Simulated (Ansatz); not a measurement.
**TePd3: what symmetry allows forces and stress to be**

```yaml
crystal:
  lattice:
    - [2.31555, -2.49758, 0.00000]
    - [2.31555, 2.49758, 0.00000]
    - [0.00000, 0.00000, 5.95225]
  atoms:
    - { symbol: Te, position: [0.96884, 0.03116, 0.00000] }
    - { symbol: Pd, position: [0.52812, 0.47188, 0.79942] }
    - { symbol: Pd, position: [0.97492, 0.02508, 0.50000] }
    - { symbol: Pd, position: [0.52812, 0.47188, 0.20058] }
```

Level of theory: DFT PBEsol, scalar-relativistic, plane waves, PAW in Ansatz 0.2.0.

Plane waves to 420 eV, a k mesh through Γ of 12×12×8 on the computed 4-atom cell and Gaussian smearing (0.10 eV); no spin polarisation.

This distorted cell has space group Amm2, with 4 operations.

Problem. Without a calculation: in which directions can each atom feel a force?

Solution. A force must be left unchanged by every operation that keeps its atom in place, so it lies in the space that those operations leave fixed. Atoms that the group maps onto each other feel forces of one size.
```csv
atom,site symmetry,operations at the site,equivalent to atom,allowed force (Cartesian)
Te1,mm2,4,1,"along (0.00, 1.00, 0.00)"
Pd2,.m.,2,2,"in the plane normal to (1.00, 0.00, 0.00)"
Pd3,mm2,4,3,"along (0.00, 1.00, 0.00)"
Pd4,.m.,2,2,"in the plane normal to (1.00, 0.00, 0.00)"
```

That leaves 4 independent force components of 12, tied by 1 condition that the forces sum to zero, so 3 remain. A relaxation in this cell that keeps the symmetry moves the atoms in these directions alone.

Problem. And the stress tensor?

Solution. It must be invariant under the point group, which leaves 3 independent components: yz, xz, xy vanish.

Problem. Do the computed values obey this?

Solution. Yes. Forces (eV/Å):
```
Te1  0.000 -1.499  0.000
Pd2  0.000  0.932 -5.635
Pd3  0.000 -0.365  0.000
Pd4  0.000  0.932  5.635
```

Stress (GPa, compression positive, xx yy zz yz xz xy): 7.54 8.60 16.56 0.00 0.00 0.00. The program imposes the same operations on density, forces and stress, so this confirms the analysis and is no independent test of the calculation.